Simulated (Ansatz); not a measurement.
Input:

Ta2Cd2O7:
```
Ta2Cd2O7
1.0
    0.00000     5.19552     5.19552
    5.19552     0.00000     5.19552
    5.19552     5.19552     0.00000
Ta Cd O
4 4 14
Direct
  0.62500   0.62500   0.62500
  0.12500   0.62500   0.62500
  0.62500   0.62500   0.12500
  0.62500   0.12500   0.62500
  0.12500   0.12500   0.12500
  0.62500   0.12500   0.12500
  0.12500   0.12500   0.62500
  0.12500   0.62500   0.12500
  0.55708   0.55708   0.94292
  0.30708   0.30708   0.69292
  0.94292   0.94292   0.55708
  0.69292   0.69292   0.30708
  0.94292   0.55708   0.55708
  0.69292   0.30708   0.30708
  0.55708   0.94292   0.94292
  0.30708   0.69292   0.69292
  0.55708   0.94292   0.55708
  0.30708   0.69292   0.30708
  0.94292   0.55708   0.94292
  0.69292   0.30708   0.69292
  0.25000   0.25000   0.25000
  0.00000   0.00000   0.00000
```

This is the r²SCAN-relaxed structure.

Q: All from plane-wave PAW r²SCAN (Ansatz code), unless another level is named. Give the formation energy from the elements (no fitted shifts).

A: -2.48 eV/atom.

Q: Next, the smallest direct gap on the standard path?

A: 3.08 eV.

Q: Give the band gap.

A: 2.65 eV (indirect).

Q: What about the valence-band maximum?

A: at L.

Space group Fd-3m. The workflow started from a Materials Project entry (that database holds measured and hypothetical structures alike); the Crystallography Open Database files this formula in space group No. 227, but the cells were not matched. Its standing as an ambient phase is unchecked. The r²SCAN relaxation kept the symmetry of its start; whether a distortion lowers the energy is not shown. The run is not spin-polarised. The references are the lowest solids computed at this level, not always the standard phases (solids in place of the gases). Scalar-relativistic: spin–orbit coupling is off unless named, which matters more the heavier the elements.

Potentials: the later of the program's two PAW sets.
